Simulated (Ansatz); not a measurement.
Start of a relaxation, O put above a Os atom that lies 1.8 Å under the outermost one (Os, Fm-3m (No. 225), (1 0 0) face):

```
CELL_PARAMETERS angstrom
2.70138 0.00000 0.00000
0.00000 2.70138 0.00000
0.00000 0.00000 24.73048
ATOMIC_POSITIONS crystal
Os 0.50000 0.50000 0.34371
Os 0.00000 0.00000 0.42094
Os 0.50000 0.50000 0.50051
Os 0.00000 0.00000 0.57220
O 0.50000 0.50000 0.60779
```

All numbers below come from Ansatz, DFT PBEsol, scalar-relativistic, plane waves, PAW. Plane waves to 420 eV, a k mesh through Γ of 11×11×1 on the computed 5-atom cell and Gaussian smearing (0.10 eV); no spin polarisation. The cell repeats along c with a dipole correction in the vacuum.

Atoms 1, 2 (counted from 1) are held. The cell is fixed. Force threshold 0.03 eV/Å.

| step | E − E_final (eV) | largest force (eV/Å) |
| --- | --- | --- |
| 1 | 0.651 | 4.131 |
| 2 | 0.104 | 1.137 |
| 3 | 0.005 | 0.285 |
| 4 | 0.000 | 0.085 |
| 5 | 0.000 | 0.019 |

Q: What is the final structure?

A:
```
CELL_PARAMETERS angstrom
2.70138 0.00000 0.00000
0.00000 2.70138 0.00000
0.00000 0.00000 24.73048
ATOMIC_POSITIONS crystal
Os 0.50000 0.50000 0.34371
Os 0.00000 0.00000 0.42094
Os 0.50000 0.50000 0.50016
Os 0.00000 0.00000 0.57501
O 0.50000 0.50000 0.62152
```

The end is the local minimum or symmetric point that this start leads to. The slab is only 5.7 Å thick, so the energy isn't converged with thickness.

Spin–orbit coupling is left out, which can shift energies with elements as heavy as these. Spin polarisation was left out, and a magnetic state may lie lower.

The reference crystal is the fcc form of Os, which isn't its usual structure.